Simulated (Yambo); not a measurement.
CsScW₂O₈ (space group P-3m1, No. 164); a = 5.9272 Å, b = 5.9272 Å, c = 8.1058 Å, α = 90.00°, β = 90.00°, γ = 120.00°. With the G0W0 scissor the direct gap on the mesh is 6.59 eV. Axes are Cartesian, with cell vectors (Å) (5.93, 0.00, 0.00), (-2.96, 5.13, 0.00), (0.00, 0.00, 8.11).

Task: Does this run resolve the lowest exciton, and if so, what are its energy and binding? (Yambo, PBEsol bands; 3×3×2 mesh, 24 valence and 20 conduction bands, static screening with 138 bands and a 3 Ry block, scissor 2.67 eV, Tamm-Dancoff.)

Result: The mesh holds a bound state, but the numbers are provisional. These are vertical excitations (zero momentum). The lowest state lies at 4.70 eV (dark for light along x), the direct quasiparticle gap on this mesh at 6.59 eV. Its binding energy, counted from that gap, is 1.89 eV; it spreads over about 17 k points of the mesh. Convergence with the mesh was not shown. The first optically allowed state is at 4.91 eV. The scissor comes from a G0W0 run whose convergence isn't established. Without spin-orbit coupling, band edges of such heavy elements can be off by tenths of an eV.

Geometry of the Materials Project entry, not relaxed at this level.

The structure is a Materials Project entry; no match was found in the copy of COD used, and its stability was not checked.
